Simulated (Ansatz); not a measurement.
HgTe (zinc blende, space group No. 216), a = b = c = 6.6507 Å, α = β = γ = 90.00°; the cell used has 2 atoms.

Relaxed with PBE. PBE in the plane-wave PAW code Ansatz gives no gap.

What gap does HSE06 give on the same cell (Ansatz, PAW)?

It stays without a gap at the points solved. The hybrid was solved on a coarser mesh and at special points; its gap is the smallest among all of these. On such a mesh it can open a false gap in a semimetal.

| k | v1 PBE | c1 PBE | v1 HSE06 | c1 HSE06 |
|---|---|---|---|---|
| Γ | 0.00 | 0.00 | 0.00 | 0.00 |
| X | -1.93 | 1.92 | ? | ? |
| L | -0.83 | 0.71 | ? | ? |
| W | -2.19 | 2.90 | ? | ? |
| K | -1.59 | 2.24 | ? | ? |

Top valence (v1) and lowest conduction level (c1) in eV from each method's valence maximum (which need not be a listed point): supply the withheld HSE06 values.


- K, v1 HSE06: -1.73
- K, c1 HSE06: 2.95
- X, v1 HSE06: -2.09
- X, c1 HSE06: 2.59
- L, v1 HSE06: -0.90
- L, c1 HSE06: 1.36
- W, v1 HSE06: -2.40
- W, c1 HSE06: 3.73

Cost on shared cores: the PBE run (SCF on a 11×11×11 mesh, then bands and DOS) about 50 core-seconds (a rough figure), the HSE06 run (SCF on 5×5×5, then a few points) roughly 2.2 core-minutes; the tasks are unlike.

Space group F-43m (zinc blende). The cell was relaxed with PBE under the symmetry of its start; phonons on a q-mesh show no instability. Spin–orbit coupling is left out wherever it is not named.

Potentials: the later of the program's two PAW sets.
